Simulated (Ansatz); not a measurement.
The relaxed structure here is a generated cell of TiC: the first start was made by placing the elements on the sites of a structure type, and the end was not matched to a known phase here, so it may be hypothetical. Known forms of TiC include space group No. 225.

The end point of a relaxation of TiC. Method: PBEsol (plane waves to 420 eV, PAW, scalar-relativistic; Ansatz, a first-principles code).

```cif
data_C6Ti6
_chemical_formula_sum 'C6 Ti6'
_space_group_name_H-M_alt 'P 1'
_space_group_IT_number 1
_cell_length_a 3.45299
_cell_length_b 3.45299
_cell_length_c 16.48738
_cell_angle_alpha 90.000
_cell_angle_beta 90.000
_cell_angle_gamma 120.000
loop_
_space_group_symop_operation_xyz
  'x, y, z'
loop_
_atom_site_label
_atom_site_type_symbol
_atom_site_fract_x
_atom_site_fract_y
_atom_site_fract_z
_atom_site_occupancy
C1 C 0.33333 0.66667 0.75000 1
C2 C 0.66667 0.33333 0.25000 1
C3 C 0.33333 0.66667 0.11274 1
C4 C 0.66667 0.33333 0.61274 1
C5 C 0.66667 0.33333 0.88726 1
C6 C 0.33333 0.66667 0.38726 1
Ti1 Ti 0.33333 0.66667 0.25000 1
Ti2 Ti 0.66667 0.33333 0.75000 1
Ti3 Ti 0.00000 0.00000 0.11788 1
Ti4 Ti 0.00000 0.00000 0.61788 1
Ti5 Ti 0.00000 0.00000 0.88212 1
Ti6 Ti 0.00000 0.00000 0.38212 1
```

Task: Find the space group and the Wyckoff positions (tolerance 0.01 Å).

Result: Space group P6₃/mmc (No. 194); a = b = 3.4530 Å, c = 16.4874 Å, α = β = 90.00°, γ = 120.00°

| atom | site | symmetry | x | y | z |
|---|---|---|---|---|---|
| C | 2d | -6m2 | 0.6667 | 0.3333 | 0.2500 |
| C | 4f | 3m. | 0.3333 | 0.6667 | 0.1127 |
| Ti | 2c | -6m2 | 0.3333 | 0.6667 | 0.2500 |
| Ti | 4e | 3m. | 0.0000 | 0.0000 | 0.1179 |

Task: Give the shortest distances between elements (the closest pairs, up to four, under 3.6 Å).

Result: C–Ti 1.99 Å; Ti–Ti 2.95 Å; C–C 3.02 Å.

```yaml
volume_per_atom: 14.19 Å³
band_gap: no gap (metallic)
```

No spin polarisation in the result.

The run could not lose the symmetry of its start: the end is stationary, and may be a saddle point rather than a minimum.
